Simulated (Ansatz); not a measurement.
Y (hcp (Mg type), P6_3/mmc) at seven volumes, plane-wave PAW r²SCAN+D4 (Ansatz code), shape and atoms relaxed at each. One row is withheld.

| V (Å³/atom) | P (GPa) |
|---|---|
| 30.230 | ? |
| 31.227 | 2.82 |
| 32.223 | 1.33 |
| 33.220 | 0.00 |
| 34.216 | -1.17 |
| 35.213 | -2.21 |
| 36.209 | -3.11 |

**Question.** Fit the shown pressures and predict the withheld one.

**Answer.** P = (3/2)B₀(x^(7/2) − x^(5/2))[1 + (3/4)(B′ − 4)(x − 1)] with x = (V₀/V)^(2/3). Least squares on the six rows gives V₀ = 33.220 Å³/atom, B₀ = 41.5 GPa, B′ = 3.14. At V = 30.230, x = 1.0649 and P = 4.53 GPa. The run itself gave 4.51 GPa.

Symmetry was held in the r²SCAN+D4 relaxation. No spin polarisation was allowed. The pairwise dispersion correction was not fitted to metals.

Potentials: the earlier of the program's two PAW sets.
